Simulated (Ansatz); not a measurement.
Ga:
```cif
data_Ga8
_chemical_formula_sum 'Ga8'
_space_group_name_H-M_alt 'Cmce'
_space_group_IT_number 64
_space_group_name_Hall '-C 2ac 2'
_cell_length_a 4.58178
_cell_length_b 7.74295
_cell_length_c 4.58285
_cell_angle_alpha 90.000
_cell_angle_beta 90.000
_cell_angle_gamma 90.000
loop_
_atom_site_label
_atom_site_type_symbol
_atom_site_symmetry_multiplicity
_atom_site_Wyckoff_symbol
_atom_site_fract_x
_atom_site_fract_y
_atom_site_fract_z
_atom_site_occupancy
Ga1 Ga 8 f 0.00000 0.34369 0.41761 1
```
(The calculation used a cell of 4 atoms; values per cell refer to that cell.)

Relaxed at zero pressure with DFT-PBE in the program Ansatz with PAW potentials.

### Question
The volume is lowered by 9 % and shape and atoms relax at that volume. What pressure results, and how do the axes share the change?

### Answer
5.8 GPa; a -3.5 %, b -2.7 %, c -3.1 %; the energy rises by 30 meV/atom.

### Question
Give the new structure.

### Answer

Space group Cmce (No. 64); a = 4.419 Å, b = 7.536 Å, c = 4.442 Å, α = 90.00°, β = 90.00°, γ = 90.00°

```csv
atom,site,symmetry,x,y,z
Ga,8f,m..,0.0000,0.3446,0.4170
```

The phase is kept; no other phase was compared at this pressure.

The PBE relaxation kept the symmetry of its start. Axis ratios of metals converge slowly with the k-mesh, so a and c are less sure than the volume.

Potentials: the earlier of the program's two PAW sets.
